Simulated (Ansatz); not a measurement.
Molecular dynamics on a 2×2×1 supercell (16 atoms) of LuGaP2 (ordering on rocksalt), relaxed with r2SCAN. Forces come from PBEsol in Ansatz 0.2.0: Langevin thermostat and barostat (NPT), 450 K, steps of 1 fs. Spin polarisation is off, nuclei are classical, and the run is far too short for thermal averages. The structure comes from a prototype and may be hypothetical.

```yaml
crystal:
  lattice:
    - [7.5394575797, 0.0, 0.0]
    - [0.0, 7.5394575797, 0.0]
    - [0.0, 0.0, 5.5387272645]
  atoms:
    - { symbol: Ga, position: [0.0, 0.0, 0.0] }
    - { symbol: P, position: [0.0, 0.0, 0.5] }
    - { symbol: Lu, position: [0.25, 0.25, 0.5] }
    - { symbol: P, position: [0.25, 0.25, 0.0] }
    - { symbol: Ga, position: [0.0, 0.5, 0.0] }
    - { symbol: P, position: [0.0, 0.5, 0.5] }
    - { symbol: Lu, position: [0.25, 0.75, 0.5] }
    - { symbol: P, position: [0.25, 0.75, 0.0] }
    - { symbol: Ga, position: [0.5, 0.0, 0.0] }
    - { symbol: P, position: [0.5, 0.0, 0.5] }
    - { symbol: Lu, position: [0.75, 0.25, 0.5] }
    - { symbol: P, position: [0.75, 0.25, 0.0] }
    - { symbol: Ga, position: [0.5, 0.5, 0.0] }
    - { symbol: P, position: [0.5, 0.5, 0.5] }
    - { symbol: Lu, position: [0.75, 0.75, 0.5] }
    - { symbol: P, position: [0.75, 0.75, 0.0] }
kpoints:
  mp_grid: { grid: [2, 2, 2] }
hamiltonian:
  xc: pbesol
scf:
  occupations: { method: fermi_dirac, width: 0.039 }
md:
  ensemble: npt_langevin
  temperature: 450
  timestep: 1.0
  n_steps: 40
  initial_velocities: maxwell_boltzmann
  seed: 2626
```

Command: `ansatz run input.yaml --threads 4 --pin off --max-ram 3686MiB --backend cpu --events-out ev --progress --plain --runs-dir out`.

Problem. What wall time did it need on 4 threads of Arm Neoverse N1, with other jobs on the host, and what peak of host memory did it reach?

Solution. About 6.4 min, with a peak of 1.4 GiB.

```
step  t (fs)  T (K)  free energy F from step 0 (meV/atom)  kinetic energy (meV/atom)  pressure (GPa)  volume (Å³/atom)  largest force (eV/Å)
   0       0    422                                   0.0                       54.5           -1.59             19.68                  0.00
   1       1    430                                   0.0                       55.5           -1.58             19.68                  0.05
   2       2    443                                   0.1                       57.3           -1.54             19.67                  0.09
   3       3    441                                   0.1                       57.0           -1.50             19.66                  0.15
   4       4    463                                   0.2                       59.9           -1.41             19.64                  0.20
   5       5    463                                   0.2                       59.9           -1.31             19.62                  0.26
   6       6    448                                   0.4                       57.9           -1.21             19.59                  0.31
   7       7    483                                   0.6                       62.5           -1.08             19.57                  0.36
   8       8    502                                   0.9                       64.9           -0.94             19.54                  0.40
   9       9    495                                   1.3                       63.9           -0.80             19.51                  0.43
  10      10    493                                   1.8                       63.7           -0.63             19.47                  0.48
  11      11    490                                   2.5                       63.3           -0.47             19.43                  0.53
  12      12    467                                   3.4                       60.3           -0.32             19.40                  0.62
  13      13    423                                   4.3                       54.7           -0.16             19.36                  0.71
  14      14    413                                   5.4                       53.4            0.05             19.32                  0.81
  15      15    420                                   6.5                       54.2            0.29             19.27                  0.90
  16      16    400                                   7.8                       51.7            0.51             19.23                  0.99
  17      17    394                                   9.1                       50.9            0.73             19.19                  1.07
  18      18    369                                  10.4                       47.7            0.91             19.15                  1.15
  19      19    376                                  11.8                       48.6            1.10             19.12                  1.23
  20      20    391                                  13.2                       50.6            1.30             19.09                  1.30
  21      21    370                                  14.6                       47.8            1.48             19.06                  1.35
  22      22    361                                  16.0                       46.6            1.67             19.02                  1.40
  23      23    371                                  17.2                       48.0            1.83             19.00                  1.45
  24      24    324                                  18.3                       41.8            1.93             18.97                  1.48
  25      25    322                                  19.3                       41.7            2.06             18.95                  1.51
  26      26    309                                  20.3                       39.9            2.15             18.94                  1.53
  27      27    323                                  21.1                       41.8            2.23             18.93                  1.56
  28      28    340                                  21.7                       44.0            2.28             18.93                  1.58
  29      29    325                                  22.2                       42.0            2.28             18.93                  1.59
  30      30    333                                  22.6                       43.1            2.28             18.93                  1.59
  31      31    327                                  22.9                       42.3            2.24             18.95                  1.59
  32      32    322                                  23.1                       41.6            2.17             18.97                  1.59
  33      33    312                                  23.2                       40.4            2.08             18.98                  1.59
  34      34    309                                  23.2                       39.9            1.98             19.01                  1.59
  35      35    288                                  23.1                       37.3            1.85             19.03                  1.58
  36      36    297                                  23.0                       38.4            1.74             19.06                  1.57
  37      37    315                                  22.8                       40.8            1.63             19.09                  1.55
  38      38    316                                  22.7                       40.8            1.52             19.11                  1.52
  39      39    309                                  22.5                       39.9            1.41             19.14                  1.49
  40      40    296                                  22.2                       38.3            1.30             19.16                  1.50
```

The temperature starts at 422 K, is lowest at step 35 (288 K, 35 fs) and ends at 296 K. The thermostat hasn't had time to restore it. The atoms start on their lattice sites with kinetic energy alone, so much of it first passes into potential energy.

Positions (Å) and forces (eV/Å) at step 40:
```
cell (Å): 7.473 0.000 0.000; 0.000 7.473 0.000; 0.000 0.000 5.490
Ga   0.069   0.211  -0.246    -0.092  -0.171   0.058
P    0.030   0.006   2.736    -0.485  -1.125  -0.016
Lu   1.874   1.809   2.731     0.134   0.237   0.363
P    1.810   2.000   0.047     0.105  -0.015  -0.411
Ga  -0.059   3.750  -0.011     0.014   0.319  -0.060
P   -0.068   3.702   2.768     0.934   0.476   0.097
Lu   1.901   5.585   2.772    -0.497  -1.023   0.328
P    1.755   5.577   0.079    -0.117   0.027  -0.414
Ga   3.641   0.070   0.025     0.110   0.020   0.009
P    3.660  -0.113   2.856     0.976   1.085  -0.039
Lu   5.738   1.841   2.768    -1.401  -0.490   0.245
P    5.546   2.031   0.061    -0.124  -0.358  -0.283
Ga   3.801   3.868  -0.020    -0.289   0.056  -0.081
P    3.711   3.575   2.747     0.204   0.911  -0.015
Lu   5.568   5.588   2.754     0.422  -0.231  -0.639
P    5.555   5.604  -0.082     0.106   0.281   0.858
```

Where bands overlap the cell is a metal at that level, and these k meshes limit energies, forces and stress. Overlaps of a few tenths of an eV in semilocal functionals can be an artefact that a hybrid or GW lifts.
